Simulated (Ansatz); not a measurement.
**Zr₄Al₂C, before and after**

A trial structure of Zr₄Al₂C was built thus: antiperovskite family, Ruddlesden-Popper layers, n = 1 (I4/mmm, No. 139) (A site Al; B site C; X site Zr). Its size is a rough estimate.

POSCAR.start

```
Zr Al C
1.0
    -2.27700    2.27700    7.21450
     2.27700   -2.27700    7.21450
     2.27700    2.27700   -7.21450
Zr Al C
4 2 1
Direct
  0.84060 0.84060 0.00000
  0.00000 0.50000 0.50000
  0.50000 0.00000 0.50000
  0.15940 0.15940 0.00000
  0.35099 0.35099 0.00000
  0.64901 0.64901 0.00000
  0.00000 0.00000 0.00000
```

Level of theory: DFT PBE, scalar-relativistic, plane waves, PAW (Ansatz 0.2.0). Cutoff 420 eV, Gaussian smearing, Γ-centred meshes. Cell and atoms relax first on a coarse mesh and then on a finer one. In between, the cell is made exact in the group found at 0.06 Å. In metals the finer mesh still leaves noise of several meV/atom or more. The steps can't lower the symmetry of their start. No spin polarisation in the relaxation; trial moments died out in a coarse test.

POSCAR.end

```
Zr Al C
1.0
    -2.20360    2.20360    7.36936
     2.20360   -2.20360    7.36936
     2.20360    2.20360   -7.36936
Zr Al C
4 2 1
Direct
  0.84117 0.84117 0.00000
  0.00000 0.50000 0.50000
  0.50000 0.00000 0.50000
  0.15883 0.15883 0.00000
  0.36031 0.36031 0.00000
  0.63969 0.63969 0.00000
  0.00000 0.00000 0.00000
```

The symmetry stays I4/mmm (No. 139). The volume per atom shrinks by 4.3 %, from 21.4 to 20.4 Å³. The shortest distance goes from 2.28 Å (Zr–C) to 2.20 Å (Zr–C).

- Volume per atom: 20.45 Å³
- Density: 5.00 g/cm³
- Energy over the elements: −0.34 eV/atom
- Gap on the 12×12×12 mesh of the 7-atom cell: 0 eV (a metal)

The zero of energy is the elements' standard structures at the same level; no fitted shifts are applied. Whether it is stable depends on the other phases of the system, which aren't compared here.

The last run used Gaussian smearing of 0.10 eV. The reference form of C is held partly by dispersion forces, which this level lacks. A structure relaxed within its symmetry needn't be a true minimum. In all, the 3 runs took 7.7 min on 1 thread of Intel(R) Xeon(R) Processor @ 2.50GHz (Skylake/Cascade Lake), with other jobs on the host.
